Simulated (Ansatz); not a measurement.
Suppose ScTa3F takes space group Cmmm (No. 65), with Sc on 2b; Ta on 4j and 2a; F on 2c.

All numbers below come from DFT PBE, scalar-relativistic, plane waves, PAW (Ansatz). Cutoff 420 eV, Γ-centred mesh, Gaussian smearing, no spin polarisation.

Energies over the elements count from the elements' standard structures at the same level (F₂ as a molecule), with no fitted energy shifts.

Question: Which cell and coordinates does it relax to?

Answer:

Space group Cmmm (No. 65). a = 5.802 Å, b = 7.125 Å, c = 4.645 Å, α = 90.00°, β = 90.00°, γ = 90.00°
```
atom  site  symmetry       x       y       z
  Sc    2b       mmm  0.5000  0.0000  0.0000
  Ta    4j       m2m  0.5000  0.7003  0.5000
  Ta    2a       mmm  0.0000  0.0000  0.0000
   F    2c       mmm  0.5000  0.0000  0.5000
```

Sc has 2 F at 2.32 Å, 2 Ta at 2.90 Å, 4 Ta at 3.16 Å and 2 Ta at 3.56 Å; around Ta on a site of symmetry m2m lie 1 F at 2.14 Å, 5 Ta at 2.73–2.99 Å and 2 Sc at 3.16 Å; around Ta on a site of symmetry mmm lie 4 Ta at 2.73 Å, 2 Sc at 2.90 Å and 2 Sc at 3.56 Å; F is surrounded by 2 Ta at 2.14 Å and 2 Sc at 2.32 Å. Another local minimum with the same sites may exist.

Question: Where does its energy lie, and is it a metal?

Answer: The formation energy is +0.13 eV/atom. The gap on the 8×8×8 mesh of the 5-atom cell is 0 eV (a metal). It can't be a ground state, since the elements alone are lower.

The last run used Gaussian smearing of 0.10 eV. These runs have no spin–orbit coupling, which can matter for Ta. A structure relaxed within its symmetry needn't be a true minimum. Another cell of ScTa3F relaxed alike, in P4/mmm, lies 0.73 eV/atom lower, so this cell isn't the stable form at this level.
